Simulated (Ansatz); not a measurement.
Input:

WO$_{3}$:
```
WO3
1.0
   15.62062     0.00000     0.00000
    0.00000     3.73034     0.00000
    0.00000     0.00000     3.77219
W O
4 12
Direct
  0.59511   0.25000   0.47482
  0.40489   0.75000   0.52518
  0.90489   0.75000   0.97482
  0.09511   0.25000   0.02518
  0.70312   0.25000   0.48544
  0.29688   0.75000   0.51456
  0.79688   0.75000   0.98544
  0.20312   0.25000   0.01456
  0.43805   0.25000   0.49791
  0.56195   0.75000   0.50209
  0.06195   0.75000   0.99791
  0.93805   0.25000   0.00209
  0.57733   0.25000   0.99071
  0.42267   0.75000   0.00929
  0.92267   0.75000   0.49071
  0.07733   0.25000   0.50929
```

This is the PBEsol-relaxed structure. Tensor components refer to the Cartesian frame of this cell.

Task: All from plane-wave PAW PBEsol (Ansatz code), unless another level is named. Predict the band gap.

Result: 1.10 eV (indirect).

Task: Next, the smallest direct gap on the standard path?

Result: 2.02 eV.

Task: Give the electron effective mass.

Result: 0.22, 0.29, 19 mₑ (principal values).

Task: Give the conduction-band minimum.

Result: at Γ.

Task: Give the valence-band maximum.

Result: at T (k = 0.000, 0.500, 0.500 in fractions of the reciprocal vectors).

Space group Pnma. The start of the workflow was typed in or built on a structure type; the Crystallography Open Database files this formula in space group No. 62, but the cells were not matched. Whether it is the stable phase at ambient conditions was not checked. The cell was relaxed with PBEsol under the symmetry of its start; whether a distortion lowers the energy is not shown. The workflow began spin-polarised and lost its moments. No Hubbard U is applied. A crystal of weakly bound layers computed without a dispersion correction: the cell and the soft elastic constants depend strongly on that. Scalar-relativistic: spin–orbit coupling is off unless named, which matters more the heavier the elements.

Potentials: the later of the program's two PAW sets.
